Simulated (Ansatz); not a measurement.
## Relaxing selenium (dhcp)

Theory: DFT, BLYP, plane waves (420 eV) with PAW, scalar-relativistic (Ansatz 0.2.0). (PAW data from PBE, frozen cores regenerated.)

k-point mesh 12×12×3, Fermi-Dirac smearing 0.1 eV, no spin polarisation. Cell and atoms relax.

Starting structure:

```xyz
4
Lattice="3.1360 0.0000 0.0000 -1.5680 2.7159 0.0000 0.0000 0.0000 10.2423" Properties=species:S:1:pos:R:3 pbc="T T T"
Se    0.0000    0.0000    0.0000
Se    0.0000    0.0000    5.1211
Se    0.0000    1.8106    2.5606
Se    1.5680    0.9053    7.6817
```

**Question.** What cell does the relaxation end in?

**Answer.** P6_3/mmc with a = 3.974 Å, c = 7.326 Å (c/a = 1.843); 25.05 Å³ per atom against 21.81 at the start (14.9 %).

The cell has left the dhcp structure type; it ends in P6_3/mmc.

**Question.** How much energy does the relaxation gain?

**Answer.** 500.6 meV per atom.

Path of the relaxation (the plane waves are chosen anew near the end, which can shift the energy a little):

```tsv
step	E − E(final) (meV/atom)	V (Å³/atom)	P (GPa)	max force (eV/Å)
0	500.62	21.809	2.80	0.000
1	483.89	23.291	-0.83	0.000
2	454.27	23.873	-1.89	0.000
3	357.32	24.286	-2.47	0.000
4	254.84	23.707	-0.99	0.000
5	140.95	23.660	-0.24	0.000
6	69.25	23.280	1.64	0.000
7	34.46	24.547	-1.01	0.000
8	26.97	24.187	0.13	0.000
9	26.76	24.227	-0.01	0.000
10	7.92	24.227	1.26	0.000
11	1.21	24.754	0.42	0.000
12	0.19	25.099	-0.04	0.000
13	0.09	25.048	0.00	0.000
14	0.00	25.048	-0.01	0.000
```
